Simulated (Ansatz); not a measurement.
Cd$_{15}$O$_{16}$Sc:
```
Cd15O16Sc
1.0
   -4.70658     4.70658     4.70658
    4.70658    -4.70658     4.70658
    4.70658     4.70658    -4.70658
Cd O Sc
15 16 1
Direct
  0.50000   0.50000   0.00000
  0.50000   0.00000   0.50000
  0.00000   0.50000   0.50000
  0.50022   0.25011   0.25011
  0.00000   0.74989   0.25011
  0.00000   0.25011   0.74989
  0.49978   0.74989   0.74989
  0.25011   0.50022   0.25011
  0.74989   0.00000   0.25011
  0.74989   0.49978   0.74989
  0.25011   0.00000   0.74989
  0.25011   0.25011   0.50022
  0.74989   0.74989   0.49978
  0.74989   0.25011   0.00000
  0.25011   0.74989   0.00000
  0.00000   0.23110   0.23110
  0.50000   0.75000   0.25000
  0.50000   0.25000   0.75000
  0.00000   0.76890   0.76890
  0.50000   0.50000   0.50000
  0.00000   0.00000   0.50000
  0.00000   0.50000   0.00000
  0.50000   0.00000   0.00000
  0.23110   0.23110   0.00000
  0.76890   0.76890   0.00000
  0.75000   0.25000   0.50000
  0.25000   0.75000   0.50000
  0.23110   0.00000   0.23110
  0.75000   0.50000   0.25000
  0.76890   0.00000   0.76890
  0.25000   0.50000   0.75000
  0.00000   0.00000   0.00000
```

Relaxed with r²SCAN. Special points in fractions of this cell's reciprocal vectors: Γ (0.000, 0.000, 0.000); H (0.500, -0.500, 0.500); N (0.000, 0.000, 0.500); P (0.250, 0.250, 0.250).

**Question.** List the band energies nearest the Fermi level at these points for DFT-r²SCAN in the program Ansatz with PAW potentials.

**Answer.** In eV from the Fermi level; about four levels below and three above (degenerate sets whole), none deeper than 8.9 eV; points with the same levels are listed once.

| k | below | above |
|---|---|---|
| Γ | -2.27 -2.27 -2.27 -1.96 | 2.13 2.37 2.37 |
| H | -2.21 -2.21 -2.21 -2.21 -2.21 -2.21 | 1.21 1.21 1.77 1.77 1.77 |
| N | -2.83 -2.76 -2.71 -2.68 | 0.32 0.39 2.06 |
| P | -2.93 -2.93 -2.93 -2.83 -2.83 -2.83 | 0.76 0.76 0.76 |

Space group Im-3m. The start of the workflow was typed in or built on a structure type; neither database checked (COD, Materials Project) lists it. Whether it is the stable phase at ambient conditions was not checked. Symmetry was held in the r²SCAN relaxation; whether a distortion lowers the energy is not shown. No spin polarisation was allowed. With an odd number of electrons in the cell and no spin polarisation, the count alone makes it a metal. Scalar-relativistic: spin–orbit coupling is off unless named, which matters more the heavier the elements.

Potentials: the later of the program's two PAW sets.
